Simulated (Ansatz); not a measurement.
**YSn3B2, a known structure type with other elements, at an estimated volume**

```
B Y Sn
1.0
     5.89677    0.00000    0.00000
    -2.94839    5.10676    0.00000
     0.00000    0.00000    3.55939
B Y Sn
2 1 3
Direct
  0.33330 0.66670 0.00000
  0.66660 0.33330 0.00000
  0.00000 0.00000 0.00000
  0.50000 0.00000 0.50000
  0.50000 0.50000 0.50000
  0.00000 0.50000 0.50000
```

Single point in Ansatz 0.2.0 with PBEsol, no spin polarisation. Cutoff 420 eV, PAW datasets, 7×7×9 Γ-centred k mesh, fermi-dirac filling (width 0.1 eV).

Q: What happens at the Fermi level?

A: It is a metal, with about 4.1 states/eV a cell as the mean within 0.25 eV of the Fermi level, mostly Y d (31 %), B p (27 %) and Sn p (17 %).

Q: What does the stress say?

A: The pressure is 8.1 GPa (compression positive), so with the atoms held at these fractions the cell would first expand. The principal stresses 3.7, 10.4, 10.4 GPa differ, so its shape would change too.

Q: Which element gives electrons and which takes them?

A: Bader charges in e: Y +1.29, Sn +0.18, B -0.91. In the mean Y gives up most and B takes most.

Q: Is it stable against the elements?

A: 0.65 eV an atom against the elements' usual phases (free molecules for gases, crystals otherwise, with no correction for O₂ or N₂), so at this geometry it isn't bound against them. Relaxing would lower it.

Q: Describe some of the short contacts.

A: B–Sn at 2.46 Å: least valence density 0.38 e/Å³ and ELF 0.49 there. Y–B at 3.40 Å: least valence density 0.10 e/Å³ and ELF 0.12 there. Y–Sn at 3.44 Å: least valence density 0.11 e/Å³ and ELF 0.12 there. These are pseudo-fields; inside the PAW spheres they differ from the all-electron ones.

Origin: a known structure type with other elements, at an estimated volume, so it need not be a known compound. Caveats: many states at the Fermi level without spin polarisation, so a magnetic state may lie lower.

Cost: 38 s on 1 thread of AMD EPYC 9R45 (Zen 5), with other jobs on the host, peak memory 0.53 GiB (start from a saved density). The time holds forces, stress, Bader, DOS, bands, ELF.
